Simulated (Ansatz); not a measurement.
LaF:
```
LaF
1.0
    4.28994     0.00000     0.00000
   -2.14497     3.71520     0.00000
    0.00000     0.00000     5.29365
La F
2 2
Direct
  0.33333   0.66667   0.25000
  0.66667   0.33333   0.75000
  0.33333   0.66667   0.75000
  0.66667   0.33333   0.25000
```

Relaxed with PBEsol. Special points in fractions of this cell's reciprocal vectors: Γ (0.000, 0.000, 0.000); M (0.500, 0.000, 0.000); K (0.333, 0.333, 0.000); A (0.000, 0.000, 0.500); L (0.500, 0.000, 0.500); H (0.333, 0.333, 0.500).

Question: List the band energies nearest the Fermi level at these points for PBEsol in the plane-wave PAW code Ansatz.

Answer: In eV from the Fermi level; about four levels below and three above (degenerate sets whole), none deeper than 8.9 eV; points with the same levels are listed once.

```tsv
k	below	above
Γ	-8.08 -8.08 -7.99 -7.42 -1.64	0.06 0.06 1.13 1.13
M	-7.54 -0.78 -0.62 -0.61	0.99 1.37 1.38
K	-7.59 -7.29 -1.76 -0.87	1.22 1.24 1.24
A	-8.32 -8.32 -8.32 -8.32 -0.16 -0.16	0.97 0.97 0.97 0.97
L	-7.73 -7.73 -0.46 -0.46	0.87 0.87 1.24 1.24
H	-7.47 -7.47 -0.57 -0.57	0.88 0.88 1.24 1.24
```

Space group P6_3/mmc. The first step of the workflow began from a Materials Project structure, measured or hypothetical; the Crystallography Open Database copy checked does not list it. Its standing as an ambient phase is unchecked. The PBEsol relaxation kept the symmetry of its start; its stability against distortions is not shown here. Scalar-relativistic: spin–orbit coupling is off unless named, which matters more the heavier the elements.

Potentials: the later of the program's two PAW sets.
